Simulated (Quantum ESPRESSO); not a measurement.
## Calculated data, Ge$_{6}$BN (made-up cell)

Computed with Quantum ESPRESSO 7.5. Calculation on a made-up crystal cell, not a measurement: periodic Kohn-Sham density functional theory in plane waves with PseudoDojo standard norm-conserving scalar-relativistic pseudopotentials, each functional with its own files (v0.5 for PBE, v0.4.1 for LDA and PBEsol), no spin polarisation, no spin-orbit coupling, atoms not relaxed, stress positive in tension, energies less a fixed whole-eV offset for each atom's element; levels are Kohn-Sham levels at fractions of this cell's reciprocal vectors, counted from the reference band (half the neutral cell's valence electrons, rounded up) at Gamma; error bars cover cutoff and k-mesh only, not smearing or the files; added strain carries the atoms with the cell, and shear is the tensor component; each bar is the largest change over components, and at least 0.002 eV, 0.002 eV per angstrom or 0.02 GPa; energies are for the whole cell, and the offsets were chosen from early runs and are not element reference energies.

Common to all runs: lattice type zincblende/diamond; functional pbe; cutoff 1143 eV; fermi dirac smearing 0.1 eV; scf tolerance 1e-07 eV; electrons removed 0; k mesh 6 x 6 x 6, shifted by half a step.

(1) Ge$_{6}$BN (made-up cell)

```cif
# cell vector a (Å): 5.6724 -0.0209 -0.0037
# cell vector b (Å): -0.0209 5.5846 0.0253
# cell vector c (Å): -0.0037 0.0253 5.5411
data_Ge6BN
_symmetry_space_group_name_H-M 'P 1'
_symmetry_Int_Tables_number 1
_cell_length_a 5.6724
_cell_length_b 5.5847
_cell_length_c 5.5412
_cell_angle_alpha 89.479
_cell_angle_beta 90.077
_cell_angle_gamma 90.426
_cell_volume 175.53
loop_
_atom_site_label
_atom_site_type_symbol
_atom_site_fract_x
_atom_site_fract_y
_atom_site_fract_z
_atom_site_occupancy
Ge1 Ge 0.99148 0.99845 0.99448 1
Ge2 Ge 0.99947 0.50518 0.49583 1
Ge3 Ge 0.49849 0.00517 0.50026 1
Ge4 Ge 0.51130 0.50258 0.99808 1
N1 N 0.24212 0.26865 0.24650 1
Ge5 Ge 0.25102 0.75512 0.75018 1
Ge6 Ge 0.75334 0.24695 0.74791 1
B1 B 0.74913 0.75275 0.25190 1
```

It finds free energy less offsets 1.359 eV; smearing term minus ts -0.06985 eV; scf iterations 11; pressure -7.409 GPa; stress xx 8.196 GPa; stress yy 7.128 GPa; stress zz 6.904 GPa; stress yz 0.7563 GPa; stress xz -0.7387 GPa; stress xy -0.4685 GPa; fermi level -0.0749 eV; reference band 46; error bar energy 0.004116 eV; error bar stress 0.02 GPa; error bar force 0.004942 eV/Å; error bar next band up 0.002 eV; error bar fermi level 0.006112 eV; error bars from tighter rerun of a related cell.

Atoms:
| atoms element | atom site | atom energy offset (eV) |
| --- | --- | --- |
| Ge | 1 | -2430 |
| Ge | 2 | -2430 |
| Ge | 3 | -2430 |
| Ge | 4 | -2430 |
| N | 5 | -283 |
| Ge | 6 | -2430 |
| Ge | 7 | -2430 |
| B | 8 | -79 |

Forces:
| site | x (eV/Å) | y (eV/Å) | z (eV/Å) |
| --- | --- | --- | --- |
| 1 | -0.02129 | -0.6286 | 2.714 |
| 2 | -0.1897 | 0.364 | -2.393 |
| 3 | 0.3108 | -0.3753 | -2.572 |
| 4 | -0.1011 | 0.5824 | 2.389 |
| 5 | 0.1886 | -0.1682 | 0.09248 |
| 6 | -0.02436 | -0.2259 | 0.1342 |
| 7 | -0.2026 | 0.415 | -0.2327 |
| 8 | 0.03971 | 0.0367 | -0.1319 |

Levels:
| level k point | next band up (eV) |
| --- | --- |
| Gamma | 0.1789 |
| (1/2,1/2,1/2) | -0.2744 |
| (0.15,0,0) | -0.007722 |
| (0,0.15,0) | -0.009799 |
| (0,0,0.15) | 0.01966 |

(2) Ge$_{6}$BN (made-up cell)

```cif
# cell vector a (Å): 5.6724 -0.0209 -0.0037
# cell vector b (Å): -0.0209 5.5846 0.0253
# cell vector c (Å): -0.0037 0.0253 5.5411
data_Ge6BN
_symmetry_space_group_name_H-M 'P 1'
_symmetry_Int_Tables_number 1
_cell_length_a 5.6724
_cell_length_b 5.5847
_cell_length_c 5.5412
_cell_angle_alpha 89.479
_cell_angle_beta 90.077
_cell_angle_gamma 90.426
_cell_volume 175.53
loop_
_atom_site_label
_atom_site_type_symbol
_atom_site_fract_x
_atom_site_fract_y
_atom_site_fract_z
_atom_site_occupancy
Ge1 Ge 0.99148 0.99845 0.99448 1
Ge2 Ge 0.99949 0.50973 0.49580 1
Ge3 Ge 0.49849 0.00517 0.50026 1
Ge4 Ge 0.51130 0.50258 0.99808 1
N1 N 0.24212 0.26865 0.24650 1
Ge5 Ge 0.25102 0.75512 0.75018 1
Ge6 Ge 0.75334 0.24695 0.74791 1
B1 B 0.74913 0.75275 0.25190 1
```

It finds free energy less offsets 1.352 eV; smearing term minus ts -0.06856 eV; scf iterations 11; pressure -7.419 GPa; stress xx 8.203 GPa; stress yy 7.151 GPa; stress zz 6.904 GPa; stress yz 0.6247 GPa; stress xz -0.8209 GPa; stress xy -0.434 GPa; fermi level -0.07657 eV; reference band 46; error bar energy 0.004116 eV; error bar stress 0.02 GPa; error bar force 0.004942 eV/Å; error bar next band up 0.002 eV; error bar fermi level 0.006112 eV; error bars from tighter rerun of a related cell.

Atoms:
| atoms element | atom site | atom energy offset (eV) |
| --- | --- | --- |
| Ge | 1 | -2430 |
| Ge | 2 | -2430 |
| Ge | 3 | -2430 |
| Ge | 4 | -2430 |
| N | 5 | -283 |
| Ge | 6 | -2430 |
| Ge | 7 | -2430 |
| B | 8 | -79 |

Forces:
| site | x (eV/Å) | y (eV/Å) | z (eV/Å) |
| --- | --- | --- | --- |
| 1 | -0.0206 | -0.5994 | 2.712 |
| 2 | -0.3373 | 0.1671 | -2.365 |
| 3 | 0.3094 | -0.346 | -2.573 |
| 4 | -0.1041 | 0.5552 | 2.39 |
| 5 | 0.2113 | -0.1518 | 0.07065 |
| 6 | 0.03939 | -0.1696 | 0.1919 |
| 7 | -0.1419 | 0.4933 | -0.2935 |
| 8 | 0.04391 | 0.05109 | -0.1339 |

Levels:
| level k point | next band up (eV) |
| --- | --- |
| Gamma | 0.1714 |
| (1/2,1/2,1/2) | -0.2782 |
| (0.15,0,0) | -0.01311 |
| (0,0.15,0) | -0.01484 |
| (0,0,0.15) | 0.01582 |

(3) Ge$_{6}$BN (made-up cell)

```cif
# cell vector a (Å): 5.6724 -0.0209 -0.0037
# cell vector b (Å): -0.0209 5.5846 0.0253
# cell vector c (Å): -0.0037 0.0253 5.5411
data_Ge6BN
_symmetry_space_group_name_H-M 'P 1'
_symmetry_Int_Tables_number 1
_cell_length_a 5.6724
_cell_length_b 5.5847
_cell_length_c 5.5412
_cell_angle_alpha 89.479
_cell_angle_beta 90.077
_cell_angle_gamma 90.426
_cell_volume 175.53
loop_
_atom_site_label
_atom_site_type_symbol
_atom_site_fract_x
_atom_site_fract_y
_atom_site_fract_z
_atom_site_occupancy
Ge1 Ge 0.99148 0.99845 0.99448 1
Ge2 Ge 0.99950 0.51252 0.49579 1
Ge3 Ge 0.49849 0.00517 0.50026 1
Ge4 Ge 0.51130 0.50258 0.99808 1
N1 N 0.24212 0.26865 0.24650 1
Ge5 Ge 0.25102 0.75512 0.75018 1
Ge6 Ge 0.75334 0.24695 0.74791 1
B1 B 0.74913 0.75275 0.25190 1
```

Atoms:
| atoms element | atom site | atom energy offset (eV) |
| --- | --- | --- |
| Ge | 1 | -2430 |
| Ge | 2 | -2430 |
| Ge | 3 | -2430 |
| Ge | 4 | -2430 |
| N | 5 | -283 |
| Ge | 6 | -2430 |
| Ge | 7 | -2430 |
| B | 8 | -79 |

Question: Ge$_{6}$BN (made-up cell) (entry 3): stress yz?
Answer: 0.544 GPa

Question: Estimate the stress yy of Ge$_{6}$BN (made-up cell) (entry 3).
Answer: 7.163 GPa

Question: Estimate the stress xx of Ge$_{6}$BN (made-up cell) (entry 3).
Answer: 8.201 GPa

Question: What fermi level does the calculation give for Ge$_{6}$BN (made-up cell) (entry 3)?
Answer: -0.07736 eV

Further results for Ge$_{6}$BN (made-up cell) (entry 3):

```
free energy less offsets : 1.35 eV
smearing term minus ts   : -0.06781 eV
scf iterations           : 11
pressure                 : -7.421 GPa
stress zz                : 6.898 GPa
stress xz                : -0.87 GPa
stress xy                : -0.4128 GPa
reference band           : 46
error bar energy         : 0.004116 eV
error bar stress         : 0.02 GPa
error bar force          : 0.004942 eV/Å
error bar next band up   : 0.002 eV
error bar fermi level    : 0.006112 eV
error bars from          : tighter rerun of a related cell
```

Forces:
| site | x (eV/Å) | y (eV/Å) | z (eV/Å) |
| --- | --- | --- | --- |
| 1 | -0.01985 | -0.5813 | 2.71 |
| 2 | -0.4271 | 0.04616 | -2.35 |
| 3 | 0.3085 | -0.3278 | -2.573 |
| 4 | -0.1059 | 0.5379 | 2.392 |
| 5 | 0.2253 | -0.1427 | 0.0571 |
| 6 | 0.08001 | -0.1341 | 0.2288 |
| 7 | -0.1066 | 0.5405 | -0.329 |
| 8 | 0.0456 | 0.06119 | -0.1356 |

Levels:
| level k point | next band up (eV) |
| --- | --- |
| Gamma | 0.168 |
| (1/2,1/2,1/2) | -0.2759 |
| (0.15,0,0) | -0.01046 |
| (0,0.15,0) | -0.01607 |
| (0,0,0.15) | 0.01386 |
